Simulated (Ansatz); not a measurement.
**Computed properties of Cu**

Cu:
```
CELL_PARAMETERS angstrom
      0.00000     2.67715     2.67715
      2.67715     0.00000     2.67715
      2.67715     2.67715     0.00000
ATOMIC_POSITIONS crystal
  Cu 0.25000 0.25000 0.25000
  Cu 0.00000 0.00000 0.00000
```

Space group Fd-3m (No. 227), diamond; conventional cell a = b = c = 5.354 Å, α = β = γ = 90.00°.

Method: DFT-PBE in the program Ansatz with PAW potentials. The cell and atoms are relaxed at this level. Other levels are named where they apply.

**Cell and energy**

| Property | Value |
|---|---|
| Volume per atom | 19.19 Å³ |
| Density | 5.50 g/cm³ |

**Electronic structure**

| Property | Value |
|---|---|
| Electronic character | metallic (no gap) |
| Density of states at the Fermi level | 0.42 states/eV per atom (mean over ±0.08 eV) |

**Mechanics**

| Item | Value |
|---|---|
| Bulk modulus (Birch–Murnaghan fit) | 54.4 GPa |
| Pressure derivative B′ | 4.9 |
| Elastic constants (relaxed ions, GPa) | C11 = 40.5, C12 = 60.9, C44 = -24.6 |
| Mechanical stability | unstable (C has a negative eigenvalue) |

**Phonons**

| Quantity | Value |
|---|---|
| Highest zone-centre frequency | 230 cm⁻¹ |
| Zone-centre stability | no imaginary mode at Γ |

A made-up cell: these elements were put on the sites of a structure type; neither database checked (COD, Materials Project) lists it. It is not the phase usual at ambient conditions (space group No. 225). The PBE relaxation kept the symmetry of its start. No spin polarisation was allowed. As this level gives no gap, shear constants depend on the k-mesh and smearing (Fermi–Dirac, 0.1 eV here). As this level gives no gap, phonon frequencies hold no LO–TO term and depend on the k-mesh and smearing (Fermi–Dirac, 0.1 eV here).

Potentials: the later of the program's two PAW sets.
